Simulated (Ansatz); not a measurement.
CdS:
```yaml
crystal:
  lattice:
    - [4.19254, 0.00000, 0.00000]
    - [-2.09627, 3.63085, 0.00000]
    - [0.00000, 0.00000, 20.51676]
  atoms:
    - { symbol: Cd, position: [0.00000, 0.00000, 0.99978] }
    - { symbol: Cd, position: [0.00000, 0.00000, 0.49978] }
    - { symbol: Cd, position: [0.66667, 0.33333, 0.83326] }
    - { symbol: Cd, position: [0.33333, 0.66667, 0.33326] }
    - { symbol: Cd, position: [0.66667, 0.33333, 0.16656] }
    - { symbol: Cd, position: [0.33333, 0.66667, 0.66656] }
    - { symbol: S, position: [0.00000, 0.00000, 0.87462] }
    - { symbol: S, position: [0.00000, 0.00000, 0.37462] }
    - { symbol: S, position: [0.66667, 0.33333, 0.70809] }
    - { symbol: S, position: [0.33333, 0.66667, 0.20809] }
    - { symbol: S, position: [0.66667, 0.33333, 0.04139] }
    - { symbol: S, position: [0.33333, 0.66667, 0.54139] }
```

PBE (plane waves, PAW; program Ansatz) gives a gap of 1.06 eV without spin–orbit coupling, maximum at Γ, minimum at Γ.

Q: What happens when spin–orbit coupling is switched on?

A: The gap shrinks by 0.01 eV, to 1.05 eV; maximum at Γ, minimum at Γ.

Q: Give the electron effective mass with spin–orbit coupling.

A: 0.12 mₑ (isotropic).

Q: Give the hole effective mass with spin–orbit coupling.

A: 0.28, 0.28, 1.7 mₑ (principal values).

Space group P6_3mc. A made-up cell: these elements were put on the sites of a structure type. Its sites differ from those of the usual phase in this space group: another stacking or structure type. The PBE relaxation kept the symmetry of its start; its stability against distortions is not shown here.

Potentials: the later of the program's two PAW sets.
